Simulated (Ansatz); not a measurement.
## As: computed property card

As:
```
As
1.0
    1.85571    -5.37357     0.00000
    1.85571     5.37357     0.00000
    0.00000     0.00000     4.23416
As
4
Cartesian
  1.85571   4.16274   0.23149
  1.85571  -4.16274   4.00267
  1.85571   1.21084   2.34857
  1.85571  -1.21084   1.88559
```

Space group Cmce (No. 64); conventional cell a = 3.711 Å, b = 10.747 Å, c = 4.234 Å, α = 90.00°, β = 90.00°, γ = 90.00°.

Method: LDA (plane waves, PAW; program Ansatz). The cell and atoms are relaxed at this level. Other levels are named where they apply.

### Cell and energy

* **Volume per atom**: 21.11 Å³
* **Density**: 5.89 g/cm³

### Electronic structure

* **Electronic character**: metallic (no gap)
* **Density of states at the Fermi level**: 0.09 states/eV per atom (mean over ±0.08 eV)

The first step of the workflow began from a Materials Project structure, measured or hypothetical; the Crystallography Open Database files this formula in space group No. 64, but the cells were not matched. It is not the phase usual at ambient conditions (space group No. 166). The cell was relaxed with LDA under the symmetry of its start; whether a distortion lowers the energy is not shown. A crystal of weakly bound layers computed without a dispersion correction: the cell and the soft elastic constants depend strongly on that. Scalar-relativistic: spin–orbit coupling is off unless named, which matters more the heavier the elements.

Potentials: the later of the program's two PAW sets.
